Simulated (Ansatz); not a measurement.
Relaxed candidate structures of AlRh:

**A**
```
AlRh
1.0
    2.97207     0.00000     0.00000
    0.00000     2.97207     0.00000
    0.00000     0.00000     2.97207
Al Rh
1 1
Direct
  0.50000   0.50000   0.50000
  0.00000   0.00000   0.00000
```

**B**
```
CELL_PARAMETERS angstrom
      2.96244     0.00000     0.00000
      0.00000     1.49634     3.31777
      0.00000    -1.49634     3.31777
ATOMIC_POSITIONS crystal
  Al 0.50000 0.03721 0.03721
  Rh 0.00000 0.73511 0.73511
```

**C**
```xyz
2
Lattice="0.0000 2.4730 2.4730 2.4730 0.0000 2.4730 2.4730 2.4730 0.0000" Properties=species:S:1:pos:R:3 pbc="T T T"
Rh     0.0000     0.0000     0.0000
Al     2.4730     2.4730     2.4730
```

**D**
```cif
data_AlRh
_chemical_formula_sum 'Al1 Rh1'
_space_group_name_H-M_alt 'P 1'
_space_group_IT_number 1
_cell_length_a 2.72925
_cell_length_b 2.72925
_cell_length_c 4.77232
_cell_angle_alpha 90.000
_cell_angle_beta 90.000
_cell_angle_gamma 120.000
loop_
_space_group_symop_operation_xyz
  'x, y, z'
loop_
_atom_site_label
_atom_site_type_symbol
_atom_site_fract_x
_atom_site_fract_y
_atom_site_fract_z
_atom_site_occupancy
Al1 Al 0.00000 0.00000 0.00000 1
Rh1 Rh 0.00000 0.00000 0.50000 1
```

**E**
```
CELL_PARAMETERS angstrom
      2.88550     0.00000     0.00000
     -1.44275     2.49892     0.00000
      0.00000     0.00000     7.68017
ATOMIC_POSITIONS crystal
  Al 0.33333 0.66667 0.25000
  Al 0.66667 0.33333 0.75000
  Rh 0.00000 0.00000 0.50000
  Rh 0.00000 0.00000 0.00000
```

**F**
```
CELL_PARAMETERS angstrom
      2.72077     0.00000     0.00000
      0.00000     2.72077     0.00000
      0.00000     0.00000     8.48253
ATOMIC_POSITIONS crystal
  Al 0.00000 0.50000 0.61614
  Al 0.50000 0.00000 0.38386
  Rh 0.00000 0.50000 0.89546
  Rh 0.50000 0.00000 0.10454
```

**Question.** Order them by energy per atom (lowest first) at the level PBEsol (plane waves to 420 eV, PAW, scalar-relativistic; Ansatz, a quantum-chemistry and plane-wave program).

**Answer.** A (reference, the lowest among the structures calculated here), E (+0.32 eV/atom), B (+0.40 eV/atom), C (+0.74 eV/atom), F (+1.20 eV/atom), D (+1.24 eV/atom)

Probably no minimum, since a slightly shaken restart fell lower: Amm2, oS4 (by 0.40 eV/atom, to Pm-3m). Each run could gain symmetry but not lose that of its start, so entries can be saddle points. All of these are generated cells (placed on structure types, drawn at random, substituted or restacked) that were not matched to a known phase here. The real structure of this composition may not be among these, and whether this composition forms is not checked here. Static energies at zero pressure. No spin polarisation in the result.
